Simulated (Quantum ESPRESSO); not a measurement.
Ru4Al4, input and log of a self-consistent run

Computed values, not a measurement. The program is pw.x of Quantum ESPRESSO 7.5 (plane-wave density functional theory). The cell is made up: eight metal atoms on a hexagonal close-packed lattice, with elements, volume, strain and displacements drawn at random and not relaxed, so it may be unstable or far from any real phase. PseudoDojo standard norm-conserving files set the functional (PBE unless stated); there is no spin polarisation or spin-orbit coupling, the Fermi-Dirac width of 0.25 eV means electrons at about 2900 K, and the masses in the input are unused placeholders. A spin test at this wide smearing found no moment, but such smearing suppresses magnetism that the real alloy may have.

Input:

```
&control calculation='scf', pseudo_dir='./dojo.nc.sr.pbe.v0_5.standard.upf', outdir='./o', disk_io='minimal', tprnfor=.true., tstress=.true. /
&system ibrav=0, nat=8, ntyp=2, nbnd=51, ecutwfc=84.00895049, nosym=.true., tot_charge=0,
 occupations='smearing', smearing='fd', degauss=0.0183746611
/
&electrons conv_thr=1.470e-08, electron_maxstep=70, mixing_beta=0.5 /
ATOMIC_SPECIES
Al 1.0 Al.upf
Ru 1.0 Ru.upf
CELL_PARAMETERS angstrom
2.7104 0.0 0.0
1.3552 -2.3473 -4.5531
1.3552 7.0418 -4.5531
ATOMIC_POSITIONS angstrom
Ru -0.1293 -0.0395 0.0054
Al 1.2995 2.4162 -4.5659
Ru 1.4784 -0.8193 -2.2677
Al 2.6445 1.5879 -6.9268
Ru 2.7182 4.6279 -4.4859
Ru 2.7384 0.013 -4.5826
Al 2.6613 1.3488 -2.3242
Al 4.0606 3.8538 -6.935
K_POINTS automatic
9 5 3 1 1 1
```

The log is shortened where brackets say so; the opening notice, blank lines, dates and the lines on written files are dropped, and the path of the files is cut. It prints rydbergs, bohrs and kilobars, and counts compression as positive stress. Its total energy is the free energy E - TS of the whole cell.

```
     Program PWSCF v.7.5
     Parallel version (MPI & OpenMP), running on       4 processor cores
     Number of MPI processes:                 4
     Threads/MPI process:                     1
     [start-up lines left out]
     bravais-lattice index     =            0
     lattice parameter (alat)  =       5.1219  a.u.
     unit-cell volume          =     781.9179 (a.u.)^3
     number of atoms/cell      =            8
     number of atomic types    =            2
     number of electrons       =        76.00
     number of Kohn-Sham states=           51
     kinetic-energy cutoff     =      84.0090  Ry
     charge density cutoff     =     336.0358  Ry
     scf convergence threshold =      1.5E-08
     mixing beta               =       0.5000
     number of iterations used =            8  plain     mixing
     Exchange-correlation= PBE
                           (   1   4   3   4   0   0   0)
     [axes and pseudopotential details left out]
   Cartesian axes
     site n.     atom                  positions (alat units)
         1        Ru     tau(   1) = (  -0.0477051  -0.0145735   0.0019923  )
         2        Al     tau(   2) = (   0.4794495   0.8914551  -1.6845853  )
         3        Ru     tau(   3) = (   0.5454545  -0.3022801  -0.8366662  )
         4        Al     tau(   4) = (   0.9756862   0.5858545  -2.5556375  )
         5        Ru     tau(   5) = (   1.0028778   1.7074602  -1.6550694  )
         6        Ru     tau(   6) = (   1.0103306   0.0047963  -1.6907468  )
         7        Al     tau(   7) = (   0.9818846   0.4976387  -0.8575118  )
         8        Al     tau(   8) = (   1.4981553   1.4218566  -2.5586629  )
     number of k points=    68  Fermi-Dirac smearing, width (Ry)=  0.0184
                       cart. coord. in units 2pi/alat
        k(    1) = (   0.0555556   0.0192450  -0.0529145), wk =   0.0296296
        k(    2) = (   0.0555556  -0.1732051   0.0463010), wk =   0.0296296
     [further k points left out]
     Dense  grid:    81247 G-vectors     FFT dimensions: (  30,  60,  96)
     Estimated max dynamical RAM per process >     248.06 MB
     Estimated total dynamical RAM >     932.74 MB
     Initial potential from superposition of free atoms
     starting charge      75.9871, renormalised to      76.0000
     Starting wfcs are   56 randomized atomic wfcs
     total cpu time spent up to now is        4.1 secs
     per-process dynamical memory:   208.3 Mb
     Self-consistent Calculation
     iteration #  1     ecut=    84.01 Ry     beta= 0.50
     Davidson diagonalization with overlap
     ethr =  1.00E-02,  avg # of iterations =  5.3
     total cpu time spent up to now is       14.2 secs
     total energy              =    -826.79450139 Ry
     estimated scf accuracy    <       1.17343733 Ry
     iteration #  2     ecut=    84.01 Ry     beta= 0.50
     Davidson diagonalization with overlap
     ethr =  1.54E-03,  avg # of iterations =  3.7
     total cpu time spent up to now is       23.7 secs
     total energy              =    -825.48131588 Ry
     estimated scf accuracy    <      27.17808934 Ry
     iteration #  3     ecut=    84.01 Ry     beta= 0.50
     Davidson diagonalization with overlap
     ethr =  1.54E-03,  avg # of iterations =  3.0
     total cpu time spent up to now is       32.4 secs
     total energy              =    -827.03784836 Ry
     estimated scf accuracy    <       3.65942272 Ry
     iteration #  4     ecut=    84.01 Ry     beta= 0.50
     Davidson diagonalization with overlap
     ethr =  1.54E-03,  avg # of iterations =  2.0
     total cpu time spent up to now is       39.6 secs
     total energy              =    -827.20265110 Ry
     estimated scf accuracy    <       1.53067220 Ry
     iteration #  5     ecut=    84.01 Ry     beta= 0.50
     Davidson diagonalization with overlap
     ethr =  1.54E-03,  avg # of iterations =  1.0
     total cpu time spent up to now is       46.1 secs
     total energy              =    -827.28960521 Ry
     estimated scf accuracy    <       0.59490723 Ry
     [iterations 6 to 11 left out]
     iteration # 12     ecut=    84.01 Ry     beta= 0.50
     Davidson diagonalization with overlap
     ethr =  4.17E-08,  avg # of iterations =  1.0
     total cpu time spent up to now is       96.5 secs
     total energy              =    -827.34175639 Ry
     estimated scf accuracy    <       0.00000038 Ry
     iteration # 13     ecut=    84.01 Ry     beta= 0.50
     Davidson diagonalization with overlap
     ethr =  5.06E-10,  avg # of iterations =  3.8
     total cpu time spent up to now is      105.4 secs
     total energy              =    -827.34175648 Ry
     estimated scf accuracy    <       0.00000006 Ry
     iteration # 14     ecut=    84.01 Ry     beta= 0.50
     Davidson diagonalization with overlap
     ethr =  7.95E-11,  avg # of iterations =  2.0
     total cpu time spent up to now is      112.8 secs
     total energy              =    -827.34175649 Ry
     estimated scf accuracy    <       0.00000004 Ry
     iteration # 15     ecut=    84.01 Ry     beta= 0.50
     Davidson diagonalization with overlap
     ethr =  4.89E-11,  avg # of iterations =  1.0
     total cpu time spent up to now is      119.3 secs
     total energy              =    -827.34175649 Ry
     estimated scf accuracy    <       0.00000002 Ry
     iteration # 16     ecut=    84.01 Ry     beta= 0.50
     Davidson diagonalization with overlap
     ethr =  1.99E-11,  avg # of iterations =  1.0
     total cpu time spent up to now is      125.8 secs
     End of self-consistent calculation
     [lines on levels left out]
!    total energy              =    -827.34175649 Ry
     estimated scf accuracy    <          9.5E-09 Ry
     smearing contrib. (-TS)   =      -0.09376136 Ry
     internal energy E=F+TS    =    -827.24799513 Ry
     The total energy is F=E-TS. E is the sum of the following terms:
     one-electron contribution =    -508.96981180 Ry
     hartree contribution      =     294.00815202 Ry
     xc contribution           =    -145.45603483 Ry
     ewald contribution        =    -466.83030052 Ry
     convergence has been achieved in  16 iterations
     Forces acting on atoms (cartesian axes, Ry/au):
     atom    1 type  2   force =     0.05366359    0.00698974   -0.00439479
     atom    2 type  1   force =     0.00333384   -0.03677324   -0.01373504
     atom    3 type  2   force =    -0.05359382   -0.03198064   -0.01336239
     atom    4 type  1   force =     0.00836627   -0.03904230    0.02013042
     atom    5 type  2   force =    -0.01814612   -0.01029948   -0.01807308
     atom    6 type  2   force =    -0.00472089    0.02603641   -0.02170344
     atom    7 type  1   force =     0.01450165    0.00806214    0.03859598
     atom    8 type  1   force =    -0.00340453    0.07700737    0.01254235
     Total force =     0.142725     Total SCF correction =     0.000509
     Computing stress (Cartesian axis) and pressure
          total   stress  (Ry/bohr**3)                   (kbar)     P=       -5.43
   0.00065519   0.00006342   0.00004592           96.38        9.33        6.76
   0.00006342  -0.00006396  -0.00000984            9.33       -9.41       -1.45
   0.00004592  -0.00000984  -0.00070196            6.76       -1.45     -103.26
     init_run     :      3.87s CPU      4.03s WALL (       1 calls)
     electrons    :    121.03s CPU    121.71s WALL (       1 calls)
     forces       :      1.40s CPU      1.41s WALL (       1 calls)
     stress       :      4.88s CPU      4.88s WALL (       1 calls)
     [timing details left out]
     PWSCF        :   2m11.29s CPU   2m12.20s WALL
     JOB DONE.
```

In other units: free energy -11256.558 eV for the cell, pressure -0.54 GPa, largest force component 1.980 eV/Å in size. The run took 134 s of wall time with four MPI processes on a shared machine (Intel Xeon, 2023 or later, virtual cores), so the time is rough. A rerun of this cell at a higher cutoff and on a denser mesh moved values by no more than 0.004 eV in energy, 0.11 GPa in stress and 0.007 eV/Å in force, and a second program with other atomic files agreed on that cell to 2 % rms in force and 0.5 GPa in pressure.